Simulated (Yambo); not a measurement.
G0W0@PBEsol for CuI (space group Cmcm, No. 63) in Yambo (2×2×4 mesh, 8 Ry block, plasmon pole, screening fixed), without a terminator:

```tsv
bands N in G	gap Γ → Γ (eV)	shift of the valence edge (eV)
85	1.430	-0.003
144	1.388	-0.178
224	1.396	-0.275
```

Extrapolate both columns to infinite N with E(N) = E∞ + A/N, test the form, and compare with the terminator.

From two points, E∞ = (N2 E2 − N1 E1)/(N2 − N1). The two largest N give 1.41 eV for the gap and -0.45 eV for the shift; the two smallest give 1.33 eV and -0.43 eV. For the gap the slopes A are 8.7 and -3.2 eV: the form isn't reached, and its limit is uncertain. For the shift the slopes A are 36 and 39 eV: the 1/N form holds. With the Bruneval-Gonze terminator and 224 bands the run gives 1.47 eV and -0.42 eV, 0.06 eV and 0.03 eV from the extrapolated values: the terminator too is an estimate of the remainder. Block, mesh and the bands in W are held fixed.

Spin-orbit coupling is not included.

Geometry relaxed with PBE+D3(BJ); primitive cell a = b = 4.8108 Å, c = 4.3664 Å, α = β = 90.00°, γ = 93.18°.

This is not the ordinary phase of the substance; no match was found in the copy of COD used, and its stability was not checked.

A shift is the quasiparticle energy of the state minus its PBEsol energy.
